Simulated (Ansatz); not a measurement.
PbS (space group Fm-3m) relaxed with several functionals in Ansatz (plane waves to 420 eV, scalar-relativistic PAW, no spin-orbit coupling, symmetry kept). The database cell has 26.09 Å³/atom; its temperature or method isn't stated, so the comparison with it is no error of the functional. No moments.

```
functional conventional cell V (Å³/atom) against the database cell (%) gap on mesh (eV) largest moment (μB)
PBE+D3(BJ) a = 5.936 Å, b = 5.936 Å, c = 5.936 Å, α = 90.00°, β = 90.00°, γ = 90.00°        26.14                            0.2              0.36                 0.00
       LDA  a = 5.846 Å, b = 5.846 Å, c = 5.846 Å, α = 90.00°, β = 90.00°, γ = 90.00°        24.98                           -4.3              0.06                 0.00
       PBE  a = 6.009 Å, b = 6.009 Å, c = 6.009 Å, α = 90.00°, β = 90.00°, γ = 90.00°        27.12                            4.0              0.49                 0.00
```

 An atom lies near a switch of its D3 coefficient C6 between reference coordination numbers, so the dispersion energy changes steeply there and can make or shift the minimum.